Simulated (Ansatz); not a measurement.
**Phonon spectrum of TaW₅**

Theory: DFT PBE, scalar-relativistic, plane waves, PAW (Ansatz 0.2.0). Settings: 420 eV plane-wave cutoff, Γ-centred 12×12×4 mesh, Fermi-Dirac smearing of 0.15 eV. No spin polarisation. Phonons by linear response, acoustic sum rule imposed.

Relaxed structure:
```
Ta W
1.0
     3.19920    0.00000    0.00000
     0.00000    3.19920    0.00000
     0.00000    0.00000    9.63230
Ta W
1 5
Direct
  0.50000 0.50000 0.50000
  0.00000 0.00000 0.00000
  0.50000 0.50000 0.16530
  0.00000 0.00000 0.32847
  0.00000 0.00000 0.67153
  0.50000 0.50000 0.83470
```

The cell was found from a structure generator's guess, not taken from experiment. In a metal, frequencies and elastic constants depend on the k mesh and the smearing, soft modes and shear constants most. Spin–orbit coupling is left out, which matters for heavy elements. The q mesh is coarse, so values between its points are rough.

Force constants from linear response on a 2×2×1 q mesh.

Path: Γ–X–M–Γ–Z–R–A–Z | X–R | M–A. Only the points of the 2×2×1 mesh were computed; the rest is interpolation, which is rough on so few points. On the mesh no mode is imaginary. Distance along the path (Å⁻¹), then the branches (cm⁻¹, negative for imaginary):
```
0.000  0 0 0 90 90 91 91 150 152 152 152 152 161 190 190 191 204 208
0.245  33 34 66 96 97 101 102 152 152 154 155 157 164 186 187 194 203 207
0.491  66 66 110 111 118 121 124 151 152 159 161 170 173 173 177 202 205 206
0.737  98 98 126 126 131 134 148 151 154 154 155 155 169 190 194 205 208 209
0.982  124 125 130 131 133 135 141 143 144 146 147 149 194 197 204 204 206 208
1.228  127 130 132 136 137 137 143 146 147 147 154 156 194 197 202 203 204 205
1.473  134 138 140 143 144 144 147 149 159 159 166 167 197 197 198 198 199 200
1.718  140 143 144 145 152 152 154 154 168 168 174 175 192 193 193 193 205 206
1.964  142 145 145 145 157 157 158 158 167 168 175 176 191 191 192 192 209 209
2.311  130 136 148 149 150 152 154 154 157 158 184 185 188 189 191 192 195 208
2.658  93 107 131 133 135 136 146 147 152 165 172 178 178 178 182 197 198 202
3.006  47 60 83 105 107 107 108 150 151 158 161 161 167 183 185 194 202 205
3.353  0 0 0 90 90 91 91 150 152 152 152 152 161 190 190 191 204 208
3.434  12 12 22 81 81 99 99 140 145 145 159 159 169 189 189 192 203 208
3.516  24 24 44 72 72 107 107 124 138 138 166 166 180 188 188 193 202 206
3.597  35 35 62 62 66 106 114 114 130 130 171 171 185 185 188 194 199 204
3.679  42 42 56 56 83 90 119 119 126 126 174 174 183 183 194 195 195 203
3.924  56 64 67 72 97 101 123 126 128 131 172 177 179 183 194 195 196 201
4.170  83 83 92 92 131 135 136 138 138 140 165 169 174 175 199 200 201 202
4.415  106 110 113 113 138 141 144 144 153 154 157 159 173 175 204 204 208 209
4.661  126 131 131 133 133 133 138 141 145 145 146 149 193 198 198 199 212 212
4.906  130 131 133 136 139 140 141 145 147 148 150 153 194 197 197 199 209 210
5.152  137 137 137 141 149 149 149 154 155 156 160 162 196 196 197 199 202 202
5.397  143 143 144 146 152 153 154 159 164 165 170 170 190 190 200 200 203 204
5.643  147 147 149 149 150 151 153 159 174 174 174 174 180 180 202 202 206 206
5.990  139 139 142 142 146 148 156 156 164 169 170 171 191 193 193 194 201 204
6.337  111 112 115 117 139 141 156 156 157 158 159 159 180 185 194 197 198 199
6.684  75 76 79 79 108 111 126 130 133 137 170 175 181 188 191 194 196 200
7.032  42 42 56 56 83 90 119 119 126 126 174 174 183 183 194 195 195 203
7.072  124 125 130 131 133 135 141 143 144 146 147 149 194 198 204 204 207 208
7.154  124 126 131 131 132 134 141 142 144 146 146 149 194 198 201 202 209 210
7.236  125 129 132 132 132 134 140 141 145 146 146 149 193 198 199 201 211 211
7.317  125 131 131 132 133 133 138 141 145 145 146 149 193 198 198 200 212 212
7.358  142 145 145 145 157 157 158 158 167 168 175 176 191 191 192 192 209 209
7.439  143 145 145 145 155 155 162 162 165 166 176 177 187 187 195 195 209 209
7.521  145 145 145 147 152 152 161 163 165 165 178 178 183 183 198 198 208 208
7.602  146 146 148 149 150 150 157 160 170 170 179 179 179 180 201 201 207 207
7.684  147 147 149 149 150 151 153 159 174 174 174 174 180 180 202 202 206 206
```
